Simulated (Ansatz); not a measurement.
**Calculated B-11 NMR of the central transition for BN at a changed volume**

Cell: a structure deposited in the COD, relaxed with PBE at fixed cell and then changed (volume scaled by 1.06, ions relaxed).

```
B N
1.0
     2.58982    0.00000    0.00000
    -1.29491    2.24285    0.00000
     0.00000    0.00000    6.72741
B N
2 2
Cartesian
  0.0000 1.4952 1.6819
  1.2949 0.7476 5.0456
  0.0000 1.4952 5.0456
  1.2949 0.7476 1.6819
```

Atoms are numbered from 1 in the order listed; like atoms form one site, named after its first atom.

The numbers come from a DFT calculation in Ansatz (PBE, plane waves and PAW, scalar-relativistic, 420 eV cutoff, Γ-centred 13×13×5 k-points, Fermi–Dirac smearing 0.02 eV).

B-11 has I = 3/2 and Q = 40.59 mb (Pyykkö 2018); at 9.4 T its Larmor frequency is ν₀ = 128.4 MHz. Only the quadrupole interaction is simulated: positions count from each site's isotropic chemical shift, and J coupling is left out, as are shift anisotropy and dipolar coupling, which fast spinning averages.

(1) Simulate the second-order pattern (fast magic-angle spinning, Gaussian broadening 0.2 kHz) of site B (3 N at 1.50 Å).

## Answers

(1) The calculation gives C_Q = 2.58 MHz and η = 0.00, so ν_Q = 1.29 MHz and the centre of gravity lies at -10.1 ppm (-1.30 kHz).

(offset (kHz), height): (-3.379, 0), (-3.279, 2), (-3.180, 5), (-3.080, 6), (-2.981, 6), (-2.881, 7), (-2.782, 7), (-2.682, 7), (-2.583, 7), (-2.483, 7), (-2.384, 8), (-2.284, 8), (-2.185, 16), (-2.085, 49), (-1.986, 82), (-1.886, 75), (-1.787, 60), (-1.687, 52), (-1.588, 48), (-1.488, 46), (-1.389, 45), (-1.289, 45), (-1.190, 46), (-1.090, 47), (-0.991, 50), (-0.891, 54), (-0.792, 60), (-0.692, 74), (-0.593, 98), (-0.493, 100), (-0.394, 48), (-0.294, 8)

An axis of threefold or higher order runs through B, so V_zz lies along it and η is zero.

At this changed cell the PBE pressure is -18 GPa.
